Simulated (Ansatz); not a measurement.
HfO2:
```cif
data_Hf4O8
_chemical_formula_sum 'Hf4 O8'
_space_group_name_H-M_alt 'Fm-3m'
_space_group_IT_number 225
_space_group_name_Hall '-F 4 2 3'
_cell_length_a 5.00177
_cell_length_b 5.00177
_cell_length_c 5.00177
_cell_angle_alpha 90.000
_cell_angle_beta 90.000
_cell_angle_gamma 90.000
loop_
_atom_site_label
_atom_site_type_symbol
_atom_site_symmetry_multiplicity
_atom_site_Wyckoff_symbol
_atom_site_fract_x
_atom_site_fract_y
_atom_site_fract_z
_atom_site_occupancy
Hf1 Hf 4 a 0.00000 0.00000 0.00000 1
O1 O 8 c 0.25000 0.25000 0.25000 1
```
(The calculation used a cell of 3 atoms; values per cell refer to that cell.)

Relaxed with LDA.

Problem. Decompose the optical modes at the zone centre into irreducible representations, and say which are infrared and Raman allowed.

Solution. Point group m-3m: Γ_opt = T1u + T2g. Infrared: T1u. Raman: T2g.

Problem. Assign frequencies (DFPT, LDA (plane waves, PAW; program Ansatz); without the LO–TO term).

Solution. T1u 248, T2g 596 cm⁻¹.

This is a known high-temperature phase of the composition, computed here at zero pressure and temperature. The cell was relaxed with LDA under the symmetry of its start. At this level the phase is dynamically unstable (imaginary phonons). The run is not spin-polarised. Spin–orbit coupling is left out wherever it is not named.

Potentials: the earlier of the program's two PAW sets.
